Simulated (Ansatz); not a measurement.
This cell of Pt (fcc, Cu type) is off equilibrium:

```yaml
crystal:
  lattice:
    - [0.00000, 2.02341, 2.02341]
    - [2.02341, 0.00000, 2.02341]
    - [2.02341, 2.02341, 0.00000]
  atoms:
    - { symbol: Pt, position: [0.00000, 0.00000, 0.00000] }
```

Computed with r2SCAN (plane waves to 500 eV, PAW, scalar-relativistic; Ansatz, a quantum-chemistry and plane-wave program). k mesh 21×21×21 (Γ-centred), Fermi-Dirac smearing 0.05 eV. E stands for the smeared free energy. Stress and pressure are positive under compression. Pt is run without spin polarisation. Pt was relaxed with its symmetry unable to fall. Spin-orbit coupling is left out, though Pt is heavy.

Problem. Give the stress tensor in GPa and the pressure.

Solution. 
```
  -17.4      0.0      0.0
    0.0    -17.4      0.0
    0.0      0.0    -17.4
```
The pressure, a third of the trace, is -17.4 GPa.

Problem. It is the relaxed cell scaled evenly to V/V₀ = 1.083, atoms relaxed where free. What is its energy relative to the relaxed cell?

Solution. 76 meV/atom.

(A scan under strain: stresses follow from slopes of the energy per volume, elastic moduli from its curvatures.)
